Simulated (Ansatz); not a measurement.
Name crystals whose computed values (plane-wave PAW HSE06 (Ansatz code)) fall in these windows: gap (eV) 1.5 to 2.1; B₀ by P(V) fit (GPa) 130 to 170.



| crystal | gap (eV) | B₀ by P(V) fit (GPa) |
|---|---|---|
| BAs, zinc blende | 1.82 | 146 |
| BAs, wurtzite | 1.77 | 146 |
Others may fit too.

Not the usual ambient phase: BAs, wurtzite. All cells were relaxed under the symmetry of their starts (and spin orders); stability against distortions was not tested throughout. Spin–orbit coupling is left out wherever it is not named.

Potentials: the later of the program's two PAW sets.
